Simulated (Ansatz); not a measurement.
SiB2Mo5 in space group I4/mcm (No. 140; Si on 4a, B on 8h, Mo on 4c, Mo on 16l) at seven volumes, r²SCAN (plane waves, PAW; program Ansatz), shape and atoms relaxed at each. One row is withheld.

```
V (Å³/atom)  P (GPa)
-----------  -------
11.439         32.88
11.816             ?
12.193          9.23
12.570         -0.01
12.947         -7.83
13.324        -14.40
13.701        -19.89
```

Fit the shown pressures and predict the withheld one.

P = (3/2)B₀(x^(7/2) − x^(5/2))[1 + (3/4)(B′ − 4)(x − 1)] with x = (V₀/V)^(2/3). Least squares on the six rows gives V₀ = 12.570 Å³/atom, B₀ = 281 GPa, B′ = 4.56. At V = 11.816, x = 1.0421 and P = 20.02 GPa. The run itself gave 20.11 GPa.

The first step of the workflow began from a Materials Project structure, measured or hypothetical; the Crystallography Open Database files this formula in space group No. 140, but the cells were not matched. Its standing as an ambient phase is unchecked. Symmetry was held in the r²SCAN relaxation; its stability against distortions is not shown here. No spin polarisation was allowed.

Potentials: the later of the program's two PAW sets.
